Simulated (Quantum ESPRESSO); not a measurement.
Band energies of LiF at +2 % isotropic strain

```
LiF
1.0
    0.00000     2.04069     2.04069
    2.04069     0.00000     2.04069
    2.04069     2.04069     0.00000
Li F
1 1
Direct
  0.00000   0.00000   0.00000
  0.50000   0.50000   0.50000
```

PBEsol (Quantum ESPRESSO, PseudoDojo norm-conserving, 84 Ry, scalar-relativistic); path ΓXWKΓLUWLK,UX; energies in eV from the valence-band maximum.

```csv
k (1/Å),point,band 1,band 2,band 3,band 4,band 5,band 6,band 7,band 8
0.00,Γ,-40.28,-19.69,0.00,0.00,0.00,8.60,23.41,23.41
0.77,,-40.25,-19.40,-1.38,-0.48,-0.48,10.91,18.29,19.26
1.54,X,-40.21,-19.03,-2.88,-0.95,-0.95,14.28,16.07,16.89
1.65,,-40.21,-19.04,-2.86,-0.98,-0.94,14.29,15.96,16.89
2.31,W,-40.21,-19.06,-1.98,-1.98,-0.76,14.57,14.57,16.98
2.42,,-40.21,-19.06,-2.12,-1.83,-0.76,14.50,14.56,17.07
2.85,K,-40.21,-19.07,-2.39,-1.50,-0.70,14.06,14.40,17.83
3.26,,-40.22,-19.20,-1.84,-1.56,-0.34,12.20,14.94,18.68
3.98,,-40.26,-19.56,-0.78,-0.28,-0.01,9.57,18.64,20.41
4.49,Γ,-40.28,-19.69,0.00,0.00,0.00,8.60,23.41,23.41
4.79,,-40.27,-19.64,-0.37,-0.03,-0.03,8.98,20.34,21.97
5.51,,-40.23,-19.33,-2.16,-0.19,-0.19,10.38,16.25,18.86
5.82,L,-40.23,-19.28,-2.43,-0.22,-0.22,10.42,16.10,18.50
6.34,,-40.22,-19.18,-2.26,-1.12,-0.43,11.99,15.24,18.45
6.76,U,-40.21,-19.07,-2.39,-1.50,-0.70,14.06,14.40,17.83
7.09,,-40.21,-19.07,-2.24,-1.69,-0.75,14.42,14.45,17.31
7.31,W,-40.21,-19.06,-1.98,-1.98,-0.76,14.57,14.57,16.98
7.85,,-40.22,-19.17,-2.24,-1.17,-0.46,12.11,15.22,18.51
8.40,L,-40.23,-19.28,-2.43,-0.22,-0.22,10.42,16.10,18.50
8.49,,-40.23,-19.28,-2.42,-0.26,-0.23,10.48,16.06,18.51
9.24,,-40.21,-19.09,-2.30,-1.55,-0.65,13.67,14.53,17.99
9.34,K,-40.21,-19.07,-2.39,-1.50,-0.70,14.06,14.40,17.83
9.34,U,-40.21,-19.07,-2.39,-1.50,-0.70,14.06,14.40,17.83
9.88,X,-40.21,-19.03,-2.88,-0.95,-0.95,14.28,16.07,16.89
```

The PBEsol gap is direct, 8.60 eV at Γ.

Geometry strained from the cell relaxed with PBEsol, atoms relaxed again.
